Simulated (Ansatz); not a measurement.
Crystals of one structure type (rock salt) and one family of elements, relaxed and computed with DFT-LDA in the program Ansatz with PAW potentials.

```csv
crystal,gap (eV),electron conductivity mass (mₑ)
MgTe,0.38,0.21
BaTe,1.36,0.34
BaO,1.68,0.49
CaSe,1.71,0.36
BaS,1.91,?
SrO,3.12,0.49
CaO,3.45,0.53
```

Question: Fit a straight line to ln m* against ln E_g and predict the withheld value.

Answer: Least squares on the 6 shown rows: ln m* = 0.42 × ln E_g + (-1.148), with a scatter of 10 %. For BaS this gives 0.42. The run itself gave 0.41, within the scatter.

Standing as an ambient phase not checked: MgTe, rock salt. All cells were relaxed under the symmetry of their starts (and spin orders); stability against distortions was not tested throughout. Spin–orbit coupling is left out wherever it is not named.

Potentials: the later of the program's two PAW sets.
